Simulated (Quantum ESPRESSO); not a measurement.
# RhMo4AlZr2: input and log of a self-consistent run

Simulated, not a measurement. The program is pw.x of Quantum ESPRESSO 7.5 (plane-wave density functional theory). The cell is made up: eight metal atoms on a face-centred cubic lattice, with elements, volume, strain and displacements drawn at random and not relaxed, so it may be unstable or far from any real phase. PseudoDojo standard norm-conserving files set the functional (PBE unless stated); there is no spin polarisation or spin-orbit coupling, the Fermi-Dirac width of 0.25 eV means electrons at about 2900 K, and the masses in the input are unused placeholders. A spin test at this wide smearing found no moment, but such smearing suppresses magnetism that the real alloy may have.

Input:

```
&control calculation='scf', pseudo_dir='./dojo.nc.sr.pbe.v0_5.standard.upf', outdir='./o', disk_io='minimal', tprnfor=.true., tstress=.true. /
&system ibrav=0, nat=8, ntyp=4, nbnd=67, ecutwfc=87.97787729, nosym=.true., tot_charge=0,
 occupations='smearing', smearing='fd', degauss=0.0183746611
/
&electrons conv_thr=1.470e-08, electron_maxstep=70, mixing_beta=0.5 /
ATOMIC_SPECIES
Al 1.0 Al.upf
Mo 1.0 Mo.upf
Rh 1.0 Rh.upf
Zr 1.0 Zr.upf
CELL_PARAMETERS angstrom
0.0 4.3103 4.3103
4.3103 0.0 4.3103
4.3103 4.3103 0.0
ATOMIC_POSITIONS angstrom
Rh 0.0423 -0.0172 -0.0198
Mo 2.1352 2.2168 0.0635
Al 2.2879 -0.0547 2.1671
Zr 4.3244 2.2028 2.1444
Mo 0.0497 2.2652 2.1665
Zr 2.2473 4.3609 2.1111
Mo 2.1309 2.2427 4.3524
Mo 4.3422 4.3316 4.3252
K_POINTS automatic
5 5 5 1 1 1
```

The log is shortened where brackets say so; the opening notice, blank lines, dates and the lines on written files are dropped, and the path of the files is cut. It prints rydbergs, bohrs and kilobars, and counts compression as positive stress. Its total energy is the free energy E - TS of the whole cell.

```
     Program PWSCF v.7.5
     Parallel version (MPI & OpenMP), running on       4 processor cores
     Number of MPI processes:                 4
     Threads/MPI process:                     1
     [start-up lines left out]
     bravais-lattice index     =            0
     lattice parameter (alat)  =      11.5192  a.u.
     unit-cell volume          =    1080.8093 (a.u.)^3
     number of atoms/cell      =            8
     number of atomic types    =            4
     number of electrons       =       100.00
     number of Kohn-Sham states=           67
     kinetic-energy cutoff     =      87.9779  Ry
     charge density cutoff     =     351.9115  Ry
     scf convergence threshold =      1.5E-08
     mixing beta               =       0.5000
     number of iterations used =            8  plain     mixing
     Exchange-correlation= PBE
                           (   1   4   3   4   0   0   0)
     [axes and pseudopotential details left out]
   Cartesian axes
     site n.     atom                  positions (alat units)
         1        Rh     tau(   1) = (   0.0069393  -0.0028217  -0.0032482  )
         2        Mo     tau(   2) = (   0.3502806   0.3636671   0.0104172  )
         3        Al     tau(   3) = (   0.3753311  -0.0089736   0.3555138  )
         4        Zr     tau(   4) = (   0.7094199   0.3613704   0.3517898  )
         5        Mo     tau(   5) = (   0.0081533   0.3716071   0.3554154  )
         6        Zr     tau(   6) = (   0.3686706   0.7154077   0.3463270  )
         7        Mo     tau(   7) = (   0.3495752   0.3679160   0.7140133  )
         8        Mo     tau(   8) = (   0.7123400   0.7106011   0.7095511  )
     number of k points=    63  Fermi-Dirac smearing, width (Ry)=  0.0184
                       cart. coord. in units 2pi/alat
        k(    1) = (   0.0707107   0.0707107   0.0707107), wk =   0.0320000
        k(    2) = (   0.2121320   0.2121320  -0.0707107), wk =   0.0320000
     [further k points left out]
     Dense  grid:   120501 G-vectors     FFT dimensions: (  72,  72,  72)
     Estimated max dynamical RAM per process >     450.20 MB
     Estimated total dynamical RAM >       1.67 GB
     Initial potential from superposition of free atoms
     starting charge      99.9865, renormalised to     100.0000
     Starting wfcs are   74 randomized atomic wfcs
     total cpu time spent up to now is        8.7 secs
     per-process dynamical memory:   358.6 Mb
     Self-consistent Calculation
     iteration #  1     ecut=    87.98 Ry     beta= 0.50
     Davidson diagonalization with overlap
     ethr =  1.00E-02,  avg # of iterations =  2.5
     total cpu time spent up to now is       28.9 secs
     total energy              =   -1002.33666302 Ry
     estimated scf accuracy    <       2.84864848 Ry
     iteration #  2     ecut=    87.98 Ry     beta= 0.50
     Davidson diagonalization with overlap
     ethr =  2.85E-03,  avg # of iterations =  5.1
     total cpu time spent up to now is       52.0 secs
     total energy              =   -1002.38008868 Ry
     estimated scf accuracy    <      14.07982343 Ry
     iteration #  3     ecut=    87.98 Ry     beta= 0.50
     Davidson diagonalization with overlap
     ethr =  2.85E-03,  avg # of iterations =  2.2
     total cpu time spent up to now is       71.3 secs
     total energy              =   -1003.43071017 Ry
     estimated scf accuracy    <       6.55308484 Ry
     iteration #  4     ecut=    87.98 Ry     beta= 0.50
     Davidson diagonalization with overlap
     ethr =  2.85E-03,  avg # of iterations =  1.6
     total cpu time spent up to now is       88.2 secs
     total energy              =   -1003.79699783 Ry
     estimated scf accuracy    <       0.30163243 Ry
     iteration #  5     ecut=    87.98 Ry     beta= 0.50
     Davidson diagonalization with overlap
     ethr =  3.02E-04,  avg # of iterations =  6.5
     total cpu time spent up to now is      110.0 secs
     total energy              =   -1003.77995490 Ry
     estimated scf accuracy    <       0.10686762 Ry
     [iterations 6 to 14 left out]
     iteration # 15     ecut=    87.98 Ry     beta= 0.50
     Davidson diagonalization with overlap
     ethr =  1.68E-09,  avg # of iterations =  1.2
     total cpu time spent up to now is      299.8 secs
     total energy              =   -1003.81025421 Ry
     estimated scf accuracy    <       0.00000116 Ry
     iteration # 16     ecut=    87.98 Ry     beta= 0.50
     Davidson diagonalization with overlap
     ethr =  1.16E-09,  avg # of iterations =  1.1
     total cpu time spent up to now is      315.7 secs
     total energy              =   -1003.81025430 Ry
     estimated scf accuracy    <       0.00000036 Ry
     iteration # 17     ecut=    87.98 Ry     beta= 0.50
     Davidson diagonalization with overlap
     ethr =  3.60E-10,  avg # of iterations =  1.0
     total cpu time spent up to now is      331.5 secs
     total energy              =   -1003.81025433 Ry
     estimated scf accuracy    <       0.00000002 Ry
     iteration # 18     ecut=    87.98 Ry     beta= 0.50
     Davidson diagonalization with overlap
     ethr =  2.43E-11,  avg # of iterations =  2.7
     total cpu time spent up to now is      351.0 secs
     total energy              =   -1003.81025433 Ry
     estimated scf accuracy    <       0.00000007 Ry
     iteration # 19     ecut=    87.98 Ry     beta= 0.50
     Davidson diagonalization with overlap
     ethr =  2.43E-11,  avg # of iterations =  1.4
     total cpu time spent up to now is      367.1 secs
     End of self-consistent calculation
     [lines on levels left out]
!    total energy              =   -1003.81025433 Ry
     estimated scf accuracy    <          3.5E-09 Ry
     smearing contrib. (-TS)   =      -0.16004674 Ry
     internal energy E=F+TS    =   -1003.65020759 Ry
     The total energy is F=E-TS. E is the sum of the following terms:
     one-electron contribution =    -301.70838651 Ry
     hartree contribution      =     192.77149552 Ry
     xc contribution           =    -161.56629993 Ry
     ewald contribution        =    -733.14701667 Ry
     convergence has been achieved in  19 iterations
     Forces acting on atoms (cartesian axes, Ry/au):
     atom    1 type  3   force =     0.00207240    0.00055256   -0.00194396
     atom    2 type  2   force =    -0.00832587   -0.00538740   -0.00494246
     atom    3 type  1   force =    -0.01369469    0.01424646    0.00781880
     atom    4 type  4   force =     0.00610138   -0.00936505    0.00854142
     atom    5 type  2   force =     0.01174438   -0.01013868   -0.00218486
     atom    6 type  4   force =    -0.00255439    0.01480463    0.00548016
     atom    7 type  2   force =     0.00272819   -0.00257572   -0.01351719
     atom    8 type  2   force =     0.00192858   -0.00213680    0.00074809
     Total force =     0.038569     Total SCF correction =     0.000081
     Computing stress (Cartesian axis) and pressure
          total   stress  (Ry/bohr**3)                   (kbar)     P=     -183.52
  -0.00122761  -0.00005642   0.00002114         -180.59       -8.30        3.11
  -0.00005642  -0.00110416   0.00008991           -8.30     -162.43       13.23
   0.00002114   0.00008991  -0.00141077            3.11       13.23     -207.53
     init_run     :      8.30s CPU      8.62s WALL (       1 calls)
     electrons    :    356.40s CPU    358.48s WALL (       1 calls)
     forces       :      2.28s CPU      2.29s WALL (       1 calls)
     stress       :      7.56s CPU      7.59s WALL (       1 calls)
     [timing details left out]
     PWSCF        :   6m14.67s CPU   6m17.13s WALL
     JOB DONE.
```

In other units: free energy -13657.534 eV for the cell, pressure -18.35 GPa, largest force component 0.381 eV/Å in size. The run took 379 s of wall time with four MPI processes on a shared machine (Intel Xeon, 2023 or later, virtual cores), so the time is rough. A rerun of this cell at a higher cutoff and on a denser mesh moved values by no more than 0.002 eV in energy, 0.02 GPa in stress and 0.003 eV/Å in force, and a second program with other atomic files agreed on that cell to 2 % rms in force and 0.5 GPa in pressure.